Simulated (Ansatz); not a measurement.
**C, first-principles data**

C:
```xyz
8
Lattice="-2.4292 2.4292 2.4292 2.4292 -2.4292 2.4292 2.4292 2.4292 -2.4292" Properties=species:S:1:pos:R:3 pbc="T T T"
C      0.7906     0.7906     0.7906
C      1.6386     1.6386    -1.6386
C      1.6386    -1.6386     1.6386
C     -1.6386     1.6386     1.6386
C      0.7906     0.7906    -0.7906
C      1.6386     1.6386     1.6386
C      0.7906    -0.7906     0.7906
C     -0.7906     0.7906     0.7906
```

Space group Im-3m (No. 229); conventional cell a = b = c = 4.8584 Å, α = β = γ = 90.00°.

Method: plane-wave PAW r²SCAN (Ansatz code). Geometry: relaxed at this level of theory. Other levels are named where they apply.

**Cell and energy**

- Volume per atom = 7.17 Å³
- Density = 2.78 g/cm³

**Electronic structure**

* **Band gap**: 3.07 eV (indirect)
* **Valence-band maximum**: at H
* **Conduction-band minimum**: on the Γ–P line, 64 % of the way from Γ (8 equivalent valleys)
* **Smallest direct gap on the standard path**: 4.15 eV
* **Electron effective mass**: 0.46, 0.46, 0.73 mₑ (principal values)
* **HSE06 gap on the r²SCAN cell**: 4.11 eV

**Mechanics**

- Bulk modulus (Birch–Murnaghan fit) = 322 GPa
- Pressure derivative B′ = 3.8
- Elastic constants (relaxed ions, GPa) = C11 = 515, C12 = 226, C44 = 303
- Mechanical stability = stable (all eigenvalues of C positive)
- Hill bulk and shear moduli = 322 and 225 GPa
- Young's modulus = 548 GPa
- Poisson's ratio = 0.22
- Debye temperature from the elastic constants = 1540 K

The start of the workflow was typed in or built on a structure type; neither database checked (COD, Materials Project) lists it. It is not the phase usual at ambient conditions (space group No. 194, 227). The cell was relaxed with r²SCAN under the symmetry of its start; whether a distortion lowers the energy is not shown.

Potentials: the later of the program's two PAW sets.
